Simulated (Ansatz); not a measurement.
Crystals of one structure type (zinc blende) and one family of elements, relaxed and computed with r²SCAN in the plane-wave PAW code Ansatz.

```
crystal  V (Å³/atom)  B₀ by P(V) fit (GPa)
-------  -----------  --------------------
BeS            14.42                  97.5
CaO            17.71                  82.4
BeTe           22.63                  59.3
MgS            22.69                     ?
```

Q: Fit a straight line to ln B₀ against ln V and predict the withheld value.

A: Least squares on the 3 shown rows: ln B₀ = -1.11 × ln V + (7.563), with a scatter of 3 %. For MgS this gives 60.2. The run itself gave 59.9, within the scatter.

Typed or built starts, not in the databases checked: CaO, zinc blende. Not the usual ambient phase: CaO, zinc blende. Standing as an ambient phase not checked: MgS, zinc blende. All cells were relaxed under the symmetry of their starts (and spin orders); stability against distortions was not tested throughout. Spin–orbit coupling is left out wherever it is not named.

Potentials: the later of the program's two PAW sets.
